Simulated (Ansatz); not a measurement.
HfO$_{2}$:
```
CELL_PARAMETERS angstrom
      5.11450     0.00000     0.00000
      0.00000     5.18095     0.00000
     -0.87123     0.00000     5.22388
ATOMIC_POSITIONS crystal
  Hf 0.27618 0.04180 0.20822
  Hf 0.72382 0.54180 0.29178
  Hf 0.72382 0.95820 0.79178
  Hf 0.27618 0.45820 0.70822
  O  0.06991 0.33348 0.34425
  O  0.93009 0.83348 0.15575
  O  0.93009 0.66652 0.65575
  O  0.06991 0.16652 0.84425
  O  0.44798 0.75762 0.47851
  O  0.55202 0.25762 0.02149
  O  0.55202 0.24238 0.52149
  O  0.44798 0.74238 0.97851
```

Relaxed with r²SCAN.

Question: Map the electron localisation function on the plane through (0.276, 0.042, 0.208) spanned by u = [1, 0, -1] and v = [1, 1, 1] in lattice vectors, from plane-wave PAW r²SCAN (Ansatz code).

Answer: x is the fraction of u, y of v (the angle between them is 92°; rows are the nearest grid lines); atoms in the plane: Hf at (0.00, 0.00), O at (0.85, 0.80), O at (0.45, 0.72).
```
|8999620112210379999962000000000000279998|
|9997400000000379999951000000000000148999|
|9974100122100258999830000000012442114789|
|1100012344310001222100000001368999985211|
|2000011233200013466653100003799975689852|
|3000000000000379999998520002589964689863|
|1000000000001589976798620000379988899851|
|0124554210002699864698410000013688875200|
|4789999852000268999985100011000012210014|
|8998889984100013566620001123332110000258|
|8998779985100000112200012345554210000368|
|7999999852001111000000023455443210000257|
|2567764200146776531000001111100000000012|
|0000000001378998864100000000000000000000|
|1000001111368999864100000001111100001211|
|8751012221247888641000000025677631136888|
|9996201110012443100046531136888741379999|
|8998410000000000001599998422455311599888|
|9997300011110000004799999731121101589999|
|8752002578876410015898889984100001246888|
|1100026899998620001499999863000110000011|
|9985214899986211343224676420001110014789|
|9998412688863125787611123100001110148999|
|8999620112210379999962000000000000279998|
```
Scale: ten equal steps from 0.014 (start of '0') to 0.855 (end of '9'), in the order '0123456789'; x runs from 0.000 to 1.00, y from 0.000 (bottom) to 1.00 (top).

The density is the valence pseudo-density with augmentation charge, so density and ELF within about 1 Å of a nucleus are not all-electron values.

Space group P2_1/c. Symmetry was held in the r²SCAN relaxation. No spin polarisation was allowed. Spin–orbit coupling is left out wherever it is not named.

Potentials: the later of the program's two PAW sets.
